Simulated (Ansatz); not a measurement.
## ²⁰⁹Bi NMR of the central transition in Bi4Te3 at a changed volume

Cell: a COD entry, relaxed with PBE at fixed cell and then changed (volume scaled by 0.98, ions relaxed).

Space group R-3m:H (No. 166); a = 4.4211, c = 41.6069 Å, γ = 120.00°.

| site | Wyckoff | site symmetry | x | y | z |
| --- | --- | --- | --- | --- | --- |
| Bi1 | 6c | 3m | 0.0000 | 0.0000 | 0.7144 |
| Bi3 | 6c | 3m | 0.0000 | 0.0000 | 0.1465 |
| Te5 | 3a | -3m | 0.0000 | 0.0000 | 0.0000 |
| Te6 | 6c | 3m | 0.0000 | 0.0000 | 0.4225 |

One atom of each set is listed; the run and its k-mesh use a cell of 7 atoms with edges of 14.10, 14.10, 14.10 Å.

The numbers come from a DFT calculation in Ansatz (PBE, plane waves and PAW, scalar-relativistic, 420 eV cutoff, Γ-centred 12×12×12 k-points, Fermi–Dirac smearing 0.05 eV).

²⁰⁹Bi has I = 9/2 and Q = -516.0 mb (Pyykkö 2018); at 35.2 T its Larmor frequency is ν₀ = 245.1 MHz (from the bare nuclear moment; shielding lowers the observed one by a per cent or two). Only the quadrupole interaction is simulated: positions count from each site's isotropic chemical shift, and shift anisotropy, dipolar and J coupling are left out.

Task: Simulate the second-order pattern (static powder, Gaussian broadening 5 kHz) of site Bi3 (3 Bi at 3.06 Å, 3 Te at 3.49 Å).

Result: The calculation gives C_Q = -76.7 MHz and η = 0.00, so ν_Q = 3.20 MHz and the centre of gravity lies at -136 ppm (-33.3 kHz).

(offset (kHz), height): (-121.9, 0), (-115.6, 15), (-109.3, 100), (-103.0, 63), (-96.7, 46), (-90.4, 38), (-84.1, 34), (-77.8, 31), (-71.5, 29), (-65.2, 28), (-58.9, 26), (-52.6, 25), (-46.4, 25), (-40.1, 24), (-33.8, 23), (-27.5, 24), (-21.2, 23), (-14.9, 23), (-8.6, 23), (-2.3, 22), (4.0, 18), (10.3, 19), (16.6, 20), (22.9, 21), (29.2, 22), (35.5, 24), (41.8, 27), (48.1, 32), (54.4, 44), (60.7, 71), (67.0, 10), (73.3, 0)

An axis of threefold or higher order runs through Bi3, so V_zz lies along it and η is zero.

Spin–orbit coupling is left out, which shifts gradients on Bi by a few per cent in wide-gap crystals, and can shift them far more where the calculated gap is small or absent, as here. Newer work puts Q(²⁰⁹Bi) near −420 mb, which would lower these couplings by about a fifth. With a gap of 0.15 eV under a smearing of 0.05 eV the band edges are partly filled, so small gradients can hang on the smearing and the k-mesh.
